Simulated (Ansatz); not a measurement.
## Is this Na7Bi structure stable?

It was reached by relaxing an invented guess, and it needn't be the stable form of this composition.

The calculation used Ansatz, DFT PBE, scalar-relativistic, plane waves, PAW. Settings of the last relaxation (8-atom cell): 420 eV, 6×6×6 k points, Gaussian smearing of 0.10 eV, no spin polarisation.

```cif
data_structure
_symmetry_space_group_name_H-M 'P 1'
_symmetry_Int_Tables_number 1
_cell_length_a 7.1861
_cell_length_b 7.1861
_cell_length_c 7.1861
_cell_angle_alpha 60.000
_cell_angle_beta 60.000
_cell_angle_gamma 60.000
_cell_volume 262.40
loop_
_atom_site_label
_atom_site_type_symbol
_atom_site_fract_x
_atom_site_fract_y
_atom_site_fract_z
_atom_site_occupancy
Na1 Na 0.50000 0.00000 0.00000 1
Na2 Na 0.00000 0.50000 0.50000 1
Na3 Na 0.00000 0.50000 0.00000 1
Na4 Na 0.50000 0.00000 0.50000 1
Na5 Na 0.00000 0.00000 0.50000 1
Na6 Na 0.50000 0.50000 0.00000 1
Na7 Na 0.50000 0.50000 0.50000 1
Bi1 Bi 0.00000 0.00000 0.00000 1
```

The zero of energy is the elements' standard structures at the same level; no fitted shifts are applied.

Task: These tests were run: energy against the elements; phonons at Γ. What do they show?

Result:

```csv
test,result
energy against the elements,−0.10 eV/atom
phonons at Γ,lowest optical mode 41 cm⁻¹
```

It fails none of these tests. Other phases of the system weren't compared here, so this isn't yet thermodynamic stability. Phonons away from Γ weren't computed.

These runs have no spin–orbit coupling, which can matter for Bi. The run for the phonons used a 6×6×6 k mesh and Fermi–Dirac smearing of 0.15 eV.
